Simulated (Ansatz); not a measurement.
A relaxed structure of AlN. Space group P6₃mc (No. 186), AFLOW prototype AB_hP8_186_ab_ab (B5, as in SiC). Method: r2SCAN (plane waves to 500 eV, PAW, scalar-relativistic; Ansatz, an electronic-structure program).

```cif
data_Al4N4
_chemical_formula_sum 'Al4 N4'
_space_group_name_H-M_alt 'P 1'
_space_group_IT_number 1
_cell_length_a 3.09713
_cell_length_b 3.09713
_cell_length_c 10.03363
_cell_angle_alpha 90.000
_cell_angle_beta 90.000
_cell_angle_gamma 120.000
loop_
_space_group_symop_operation_xyz
  'x, y, z'
loop_
_atom_site_label
_atom_site_type_symbol
_atom_site_fract_x
_atom_site_fract_y
_atom_site_fract_z
_atom_site_occupancy
Al1 Al 0.00000 0.00000 0.00142 1
Al2 Al 0.00000 0.00000 0.50142 1
Al3 Al 0.66667 0.33333 0.75033 1
Al4 Al 0.33333 0.66667 0.25033 1
N1 N 0.00000 0.00000 0.81195 1
N2 N 0.00000 0.00000 0.31195 1
N3 N 0.66667 0.33333 0.56194 1
N4 N 0.33333 0.66667 0.06194 1
```

| Quantity | Value |
|---|---|
| Volume per atom | 10.42 Å³ |
| Density | 3.27 g/cm³ |
| Band gap | 4.67 eV, indirect (valence top at Γ, conduction bottom at M) (no spin-orbit coupling) |
| Smallest direct gap | 4.86 eV at Γ |
| Shortest distances | Al–N 1.89 Å; Al–Al 3.07 Å; N–N 3.08 Å |
| k-mesh | 12×12×4 |

Band energies at high-symmetry points (eV from the VBM; labels of this space group; no spin-orbit coupling), from −5 eV up to 9.2 eV:

```tsv
point	energies
Γ	-3.36 -3.29 -0.67 -0.67 -0.43 -0.43 -0.36 -0.36 -0.10 -0.10 0.00 4.86 7.08 7.35 7.87
M	-4.85 -4.43 -2.97 -2.42 -1.96 -1.35 -1.33 -1.29 -0.77 -0.59 4.67 5.36 7.78 8.03 8.88
K	-4.73 -4.59 -4.59 -4.25 -4.25 -3.68 -2.80 -2.80 -2.32 -1.51 -1.51 -0.77 6.56 6.56 8.15 8.15 8.69
A	-1.19 -1.19 -0.59 -0.59 -0.59 -0.59 -0.19 -0.19 -0.19 -0.19 5.82 5.82 7.83 7.83
L	-4.88 -4.88 -2.29 -2.29 -1.79 -1.79 -1.34 -1.34 -0.83 -0.83 5.24 5.24 7.41 7.41
H	-4.76 -4.76 -4.34 -4.34 -3.75 -3.75 -3.30 -3.30 -1.43 -1.43 -1.30 -1.30 6.32 6.32 8.39 8.39
```

No spin polarisation in the result.

The run could not lose the symmetry of its start.

The first start was generated by placing the elements on the sites of a structure type. A measured structure of AlN has the same space group, P6₃mc (No. 186); the sites were not compared with it.
